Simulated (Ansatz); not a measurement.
**Relaxing a structure of Ir**

The start is a randomly generated symmetric cell of Ir (space group No. 191). Cell shape, volume and atoms are optimised at zero target pressure with PBE (plane waves to 420 eV, PAW, scalar-relativistic; Ansatz, a quantum-chemistry and plane-wave program). The first steps use a coarse 14×14×6 k-mesh.

Initial structure:
```
Ir
1.0
    2.62171     0.00000     0.00000
   -1.31085     2.27046     0.00000
    0.00000     0.00000     5.44643
Ir
2
Cartesian
  0.00000   0.00000   3.72782
  0.00000   0.00000   1.71860
```

How much energy is released per atom?

About 1.4 eV/atom.

How does the volume change?

-2.0 %, from 16.21 to 15.88 Å³/atom.

How do the shortest distances between atoms change?

The closest pairs of elements (up to four, under 3.6 Å), start → end: Ir–Ir 2.01 → 2.60 Å.

What band gap does the relaxed structure have at this level?

No gap (metallic).

The space group stays P6/mmm (No. 191) (the run could not lower it); the end is AFLOW prototype A_hP1_191_a (A_f, as in Sn), with 1 atom in the primitive cell. Final values are on a 20×20×18 k-mesh of the relaxed cell. The start holds a very short contact (Ir–Ir 2.01 Å). No spin polarisation in the result.

The run could not lower the symmetry of its start; a shaken copy of this end point relaxes with PBE to R-3m (No. 166), 0.40 eV/atom lower.

The relaxed structure here is a generated cell of Ir: the first start was made by a random draw of sites in a space group, and the end was not matched to a known phase here, so it may be hypothetical. Known forms of Ir include space group No. 225.
